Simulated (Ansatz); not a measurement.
Total density of states per atom from DFT-PBE in the program Ansatz with PAW potentials, in 0.25 eV bins, energy from the Fermi level:

```
E (eV) | states/eV/atom
    -7.85 | # 0.11
    -7.60 | ## 0.12
    -7.35 | ## 0.14
    -7.10 | ## 0.16
    -6.85 | ## 0.18
    -6.60 | ### 0.20
    -6.35 | ### 0.23
    -6.10 | #### 0.28
    -5.85 | ##### 0.42
    -5.60 | ###### 0.48
    -5.35 | ####### 0.55
    -5.10 | ########## 0.75
    -4.85 | ## 0.14
    -4.60 | # 0.08
    -4.35 | ### 0.21
    -4.10 | #### 0.34
    -3.85 | ####### 0.56
    -3.60 | ######### 0.69
    -3.35 | ############## 1.07
    -3.10 | ################## 1.39
    -2.85 | ############################## 2.34
    -2.60 | ################ 1.27
    -2.35 | ################### 1.50
    -2.10 | ################ 1.26
    -1.85 | ########## 0.76
    -1.60 | ######## 0.63
    -1.35 | ######## 0.62
    -1.10 | ######### 0.66
    -0.85 | ######### 0.73
    -0.60 | ############# 1.00
    -0.35 | ###################### 1.73
    -0.10 | ################ 1.28
     0.15 | ########### 0.84
     0.40 | ####### 0.54
     0.65 | #### 0.33
     0.90 | ### 0.24
     1.15 | ######## 0.62
     1.40 | ####### 0.57
     1.65 | ###### 0.43
     1.90 | ##### 0.37
     2.15 | ##### 0.36
     2.40 | ##### 0.42
     2.65 | ###### 0.49
     2.90 | ##### 0.43
     3.15 | ##### 0.42
     3.40 | ###### 0.47
     3.65 | ###### 0.47
     3.90 | ###### 0.46
     4.15 | ###### 0.45
     4.40 | ###### 0.44
     4.65 | ###### 0.43
```

Pick the material that matches.
(A) AlRu, rock salt
(B) Ru2C, P-3m1 (C on 1a, Ru on 2d)
(C) AlN, CsCl type
(D) AlN, Pm-3n (Al on 6d, N on 6c)

A, AlRu, rock salt. Within 0.5 eV of the Fermi level: Ru 4d 89 %, Al 3p 6 %. Projections are on Löwdin-orthogonalised atomic valence shells; empty p or d shells of many metals are not among them.

Space group Fm-3m (rock salt). The start of the workflow was typed in or built on a structure type; neither database checked (COD, Materials Project) lists it. COD files the formula under space group No. 221. Its standing as an ambient phase is unchecked. The PBE relaxation kept the symmetry of its start; its stability against distortions is not shown here. No spin polarisation was allowed. Its formation energy is positive at this level, so the cell may be metastable or incomplete. Spin–orbit coupling is left out wherever it is not named.

Potentials: the earlier of the program's two PAW sets.
